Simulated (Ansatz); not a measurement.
The guess for VOsC₆N₆ was made by a generator: cyanide-bridged rock-salt net of two metals, 0 guest cations a cell (Fm-3m, No. 225). The dimensions are guesses.

Space group Fm-3m (No. 225). a = 10.144 Å, b = 10.144 Å, c = 10.144 Å, α = 90.00°, β = 90.00°, γ = 90.00°
```
atom  site  symmetry       x       y       z
   V    4a      m-3m  0.0000  0.0000  0.0000
  Os    4b      m-3m  0.5000  0.0000  0.0000
   C   24e      4m.m  0.1890  0.0000  0.0000
   N   24e      4m.m  0.3043  0.0000  0.0000
```

These are results of Ansatz 0.2.0, DFT PBE, scalar-relativistic, plane waves, PAW, not measurements. Cutoff 420 eV, Gaussian smearing, Γ-centred meshes. Cell and atoms relax first on a coarse mesh and then on a finer one. In between, the cell is made exact in the group found at 0.06 Å. In metals the finer mesh still leaves noise of several meV/atom or more. The steps can't lower the symmetry of their start. Collinear spin, starting moments V 2.0; Os 1.0 μB.

A guess keeps its type if space group and coordination stay and the shape of the cell changes little (axis ratios within about 15 %, angles within 6°); the volume may change.

Question: Does it keep its structure type, or change into something else?

Answer: It keeps its type. The symmetry stays Fm-3m (No. 225). The volume per atom grows by 9.0 %, from 18.6 to 20.3 Å³. The shortest distance stays 1.17 Å (C–N). Counting neighbours within 15 % of an atom's shortest distance, the start has C 1, N 1, Os 6, V 6 and the end C 1, N 1, Os 6, V 6.

The last run used collinear spin, a 6×6×6 mesh for its 14-atom cell and Gaussian smearing of 0.10 eV. These runs have no spin–orbit coupling, which can matter for Os. The magnetic state reached may not be the lowest. Symmetry constrained the relaxation, so the result can be a saddle point.
